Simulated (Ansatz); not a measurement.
# TiTlF4: reading a single point

```
Tl Ti F
1.0
     3.67841    0.00000    0.00000
     0.00000    3.67841    0.00000
     0.00000    0.00000    6.46503
Tl Ti F
1 1 4
Direct
  0.50000 0.50000 0.50000
  0.00000 0.00000 0.00000
  0.50000 0.00000 0.00000
  0.00000 0.50000 0.00000
  0.00000 0.00000 0.27370
  0.00000 0.00000 0.72630
```

Single point in Ansatz 0.2.0 with PBE, spin-orbit coupling. Cutoff 420 eV, PAW datasets, 5×5×3 Γ-centred k mesh, fermi-dirac filling (width 0.1 eV).

Magnetic state (reached from a saved solution, and it need not be the lowest): Ti2 along (0.00, 0.00, 1.00).

**Question.** What is the formation energy?

**Answer.** -2.57 eV an atom against the elements' usual phases (free molecules for gases, crystals otherwise, with no correction for O₂ or N₂), so it is bound against them; other compounds may still compete. Relaxing would lower it.

**Question.** What does the stress say?

**Answer.** The pressure is 23.6 GPa (compression positive), so with the atoms held at these fractions the cell would first expand; the forces are large, so a full relaxation may end otherwise. The principal stresses 22.2, 22.2, 26.3 GPa differ, so its shape would change too.

**Question.** Give the Bader charges.

**Answer.** Bader charges in e: Ti +2.22, Tl +0.65, F -0.72. In the mean Ti gives up most and F takes most.

**Question.** Where is the largest force?

**Answer.** The largest is on F5 (and as large on other atoms): 3.13 eV/Å, components (0.00, 0.00, 3.13). It makes 180° with the line to a nearest neighbour, Ti2 at 1.77 Å, pointing away from it.

**Question.** Metal or insulator?

**Answer.** It is a metal, with about 3.5 states/eV a cell as the mean within 0.25 eV of the Fermi level, mostly Ti d (49 %) and Tl p (39 %).

**Question.** Give the spin moments.

**Answer.** Ti2 0.47 μB of spin moment in Bader basins; net size 0.67 μB a cell.

Origin: a known structure type with other elements, at an estimated volume, so it need not be a known compound. Caveats: the k mesh is coarse if the cell is a metal; atoms or cell far from equilibrium; the SCF threshold is loose for a stress.
